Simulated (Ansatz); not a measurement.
**ZrPbO3: energy along a strain**

ZrPbO3, Pm-3m, a = 4.160 Å. The structure is a Materials Project entry; whether it is the stable form wasn't checked. Ansatz: r2SCAN, PAW, 500 eV, Γ-centred 6×6×6 mesh on 5 atoms, Gaussian smearing 0.05 eV; no spin polarisation. Cell vectors (Å): 4.160 0.000 0.000; 0.000 4.160 0.000; 0.000 0.000 4.160. The cell is strained by x per cent times the pattern (1 -1 0 0 0 0) in the order xx yy zz yz xz xy (engineering shears), with fractional coordinates held. y is the free energy over the start, V0 = 14.394 Å³/atom. Symmetry makes y even in x.

| x (%) | y (meV/atom) |
| --- | --- |
| -6.00 | ? |
| -3.00 | 18.80 |
| 0.00 | 0.00 |
| 0.75 | 1.17 |
| 1.50 | 4.66 |
| 2.25 | 10.52 |
| 3.75 | 29.58 |
| 4.50 | 42.96 |
| 5.25 | 59.06 |

Problem. Fit y = c2 x² + c4 x⁴ to the other rows, get the stiffness along the pattern, and predict the missing energy.

Solution. Least squares on the rows shown. y = 2.0629 x² + 0.0028975 x⁴. The clamped-ion stiffness p·C·p = 2 × 20.63 eV × 160.2 / 14.394 Å³ = 459 GPa. At x = -6.00 the fit asked for gives 78.02 meV/atom. The run gave 78.02 meV/atom, the same to the digits shown.

Spin–orbit coupling is left out, which can shift energies with elements as heavy as these.

Symmetry holds off the tilts and polar distortions that many cubic perovskites undergo.

Cost: 9 runs of about 0.68 core-minutes in all, on AMD EPYC 9R45 (Zen 5) (shared hosts).